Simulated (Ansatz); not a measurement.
MgB2 (MoSi2 or CaC2 type, I4/mmm) under volume change, r²SCAN (plane waves, PAW; program Ansatz), shape and atoms relaxed at each volume.

```
V (Å³/atom)  E − E(relaxed) (meV/atom)  P (GPa)
-----------  -------------------------  -------
9.046                             33.7    12.91
9.344                             14.3     8.03
9.642                              3.5     3.78
9.940                              0.0     0.01
10.238                             3.1    -3.26
10.537                            11.7    -5.89
10.835                            24.8    -8.11
```

Q: What does a third-order Birch–Murnaghan fit give for V₀, B₀ and B′?

A: V₀ = 9.94 Å³/atom, B₀ = 113 GPa, B′ = 4.1.

A made-up cell: these elements were put on the sites of a structure type; neither database checked (COD, Materials Project) lists it. It is not the phase usual at ambient conditions (space group No. 191). The r²SCAN relaxation kept the symmetry of its start; its stability against distortions is not shown here.

Potentials: the later of the program's two PAW sets.
